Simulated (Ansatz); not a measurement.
Al₃Pt₂:
```cif
data_Al3Pt2
_chemical_formula_sum 'Al3 Pt2'
_space_group_name_H-M_alt 'P-3m1'
_space_group_IT_number 164
_space_group_name_Hall '-P 3 2"'
_cell_length_a 4.21256
_cell_length_b 4.21256
_cell_length_c 5.18625
_cell_angle_alpha 90.000
_cell_angle_beta 90.000
_cell_angle_gamma 120.000
loop_
_atom_site_label
_atom_site_type_symbol
_atom_site_symmetry_multiplicity
_atom_site_Wyckoff_symbol
_atom_site_fract_x
_atom_site_fract_y
_atom_site_fract_z
_atom_site_occupancy
Al1 Al 1 a 0.00000 0.00000 0.00000 1
Al2 Al 2 d 0.66667 0.33333 0.35290 1
Pt1 Pt 2 d 0.33333 0.66667 0.16600 1
```

Relaxed at zero pressure with DFT-r²SCAN in the program Ansatz with PAW potentials.

Task: The volume is lowered by 6 % and shape and atoms relax at that volume. What pressure results, and how do the axes share the change?

Result: 12.0 GPa; a -2.2 %, b -2.2 %, c -1.8 %; the energy rises by 34 meV/atom.

Task: Give the new structure.

Result: 
Space group P-3m1 (No. 164); a = b = 4.121 Å, c = 5.093 Å, α = β = 90.00°, γ = 120.00°

```
atom  site  symmetry       x       y       z
----  ----  --------  ------  ------  ------
Al      1a      -3m.  0.0000  0.0000  0.0000
Al      2d       3m.  0.6667  0.3333  0.3543
Pt      2d       3m.  0.3333  0.6667  0.1657
```

The phase is kept; no other phase was compared at this pressure.

The first step of the workflow began from a Materials Project structure, measured or hypothetical; the Crystallography Open Database copy checked does not list it. Whether it is the stable phase at ambient conditions was not checked. The cell was relaxed with r²SCAN under the symmetry of its start; of distortions, only those at the zone centre were tested. The run is not spin-polarised. Axis ratios of metals converge slowly with the k-mesh, so a and c are less sure than the volume. Spin–orbit coupling is left out wherever it is not named.

Potentials: the later of the program's two PAW sets.
